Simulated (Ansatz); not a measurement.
**Vibrational response of Ir2Ru**

Method: DFT PBE, scalar-relativistic, plane waves, PAW in Ansatz 0.2.0. Plane waves to 420 eV; Γ-centred k mesh 18×18×4; Fermi-Dirac smearing of 0.15 eV. No spin polarisation. Phonons by linear response, acoustic sum rule imposed.

The cell, relaxed at this level:
```yaml
crystal:
  lattice:
    - [2.74340, 0.00000, 0.00000]
    - [-1.37170, 2.37586, 0.00000]
    - [0.00000, 0.00000, 13.17195]
  atoms:
    - { symbol: Ru, position: [0.33333, 0.66667, 0.25000] }
    - { symbol: Ru, position: [0.66667, 0.33333, 0.75000] }
    - { symbol: Ir, position: [0.33333, 0.66667, 0.91405] }
    - { symbol: Ir, position: [0.33333, 0.66667, 0.58595] }
    - { symbol: Ir, position: [0.66667, 0.33333, 0.08595] }
    - { symbol: Ir, position: [0.66667, 0.33333, 0.41405] }
```

The structure comes from a generated guess, relaxed at this level; another structure or a mixture of phases may lie lower. In a metal, frequencies depend on the k mesh and the smearing, soft modes most. Spin–orbit coupling is left out, which matters for heavy elements.

Optical modes at Γ:
| frequency (THz) | degeneracy |
| --- | --- |
| 2.01 | 2 |
| 2.04 | 2 |
| 3.30 | 2 |
| 3.62 | 1 |
| 3.85 | 1 |
| 4.67 | 2 |
| 4.87 | 2 |
| 5.28 | 1 |
| 6.80 | 1 |
| 6.93 | 1 |

All 15 optical modes at Γ are real: no displacement of atoms at fixed cell lowers the energy to second order. Strains and modes at other wave vectors aren't tested by this run.
